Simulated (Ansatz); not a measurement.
CoZrSe2:
```
CELL_PARAMETERS angstrom
      3.60736     0.00000     0.00000
     -1.80368     3.12407     0.00000
      0.00000     0.00000     6.01847
ATOMIC_POSITIONS crystal
  Se 0.66667 0.33333 0.71149
  Zr 0.00000 0.00000 0.00000
  Se 0.33333 0.66667 0.28851
  Co 0.00000 0.00000 0.50000
```
Starting moments (μB, in the order of the atoms Se Zr Se Co): 0.0 0.0 0.0 0.8.

Relaxed with PBE+D3(BJ). Special points in fractions of this cell's reciprocal vectors: Γ (0.000, 0.000, 0.000); M (0.500, 0.000, 0.000); K (0.333, 0.333, 0.000); A (0.000, 0.000, 0.500); L (0.500, 0.000, 0.500); H (0.333, 0.333, 0.500).

### Question
List the band energies nearest the Fermi level at these points for PBE+D3(BJ) (plane waves, PAW; program Ansatz).

### Answer
In eV from the Fermi level; about four levels below and three above (degenerate sets whole), none deeper than 8.9 eV; points with the same levels are listed once.

| k | below | above |
|---|---|---|
| Γ ↑ | -1.66 -1.66 -1.60 -1.23 -1.23 | 1.02 1.02 1.27 |
| M ↑ | -1.47 -1.42 -1.27 -0.67 | 0.50 2.75 3.08 |
| K ↑ | -1.25 -1.25 -1.04 -1.04 | 1.88 2.22 2.22 |
| A ↑ | -3.31 -3.31 -1.84 -1.84 -1.50 | 0.16 0.44 0.44 |
| L ↑ | -2.00 -1.39 -1.36 -1.32 | 0.28 0.39 2.37 |
| H ↑ | -1.36 -1.36 -0.85 -0.85 | 1.19 1.19 1.74 |
| Γ ↓ | -1.47 -1.47 -0.67 -0.67 | 1.20 1.20 1.47 |
| M ↓ | -2.61 -0.89 -0.82 -0.73 | 0.15 1.20 2.69 |
| K ↓ | -0.76 -0.76 -0.21 -0.21 | 1.88 2.41 2.41 |
| A ↓ | -3.26 -3.26 -1.26 -1.26 -1.08 | 0.11 0.39 0.39 |
| L ↓ | -1.50 -1.45 -0.84 -0.81 | 1.10 1.34 2.41 |
| H ↓ | -0.95 -0.95 0.00 0.00 | 1.40 1.40 1.70 |

Space group P-3m1. A made-up cell: these elements were put on the sites of a structure type; neither database checked (COD, Materials Project) lists it. Whether it is the stable phase at ambient conditions was not checked. The cell was relaxed with PBE+D3(BJ) under the symmetry of its start; whether a distortion lowers the energy is not shown. The final state is ferromagnetic, chosen from 3 collinear starts compared on coarse meshes (ties went to the first, and starts can fall back to one state), not a proven ground state. No Hubbard U is applied. The compound may be a true metal, but semilocal functionals without U, or a wrong spin order, can also close a gap. Scalar-relativistic: spin–orbit coupling is off unless named, which matters more the heavier the elements.

Potentials: the later of the program's two PAW sets.
